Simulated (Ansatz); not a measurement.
# Field gradients of MgW from run to run

Cell of run 1: a structure deposited in the COD, its atoms then relaxed with PBE in this cell.

```
Mg W
1.0
     4.68000    0.00000    0.00000
     0.00000    5.66000    0.00000
    -0.02834    0.00000    4.91992
Mg W
2 2
Direct
  0.50000 0.20355 0.75000
  0.50000 0.79645 0.25000
  0.00000 0.92222 0.75000
  0.00000 0.07778 0.25000
```

Atom numbers follow the list; atoms alike are taken as one site, whose name carries the number of the first.

All runs are DFT with Ansatz 0.2.0 (plane waves and PAW, scalar-relativistic unless spin–orbit coupling is named, Γ-centred meshes, Fermi–Dirac smearing where given) in this cell.

Run 1: PBE, atoms relaxed; 420 eV, 7×6×7 k-points, smearing 0.05 eV.
Run 2: r2SCAN, at the relaxed atoms; 500 eV, 7×6×7 k-points, smearing 0.05 eV.
Run 3: PBEsol, at the relaxed atoms; 420 eV, 7×6×7 k-points, smearing 0.05 eV.

```csv
run,Mg V_zz (η),W V_zz (η)
1,-2.31 (0.27),25.0 (0.57)
2,-2.35 (0.29),25.9 (0.58)
3,?,?
```

V_zz in 10²¹ V/m².

(1) Estimate the row of run 3.

## Answers

(1) Mg: -2.19 (0.27); W: 24.8 (0.57). It lies nearest to run 1, from whose tensors on these sites it differs by 0.25 at most (largest principal value of the difference, on W).

Without spin–orbit coupling the gradients at and beside W can be off by some per cent, at some sites by more. In runs 1, 2, 3 there is no gap above 0.1 eV, so the gradients can move by 10 % or more with the k-mesh. The cell isn't the equilibrium one in runs 1, 2, 3 (calculated pressure -10, -11, -11 GPa, with larger principal stresses), and the entry's cell may itself be off.
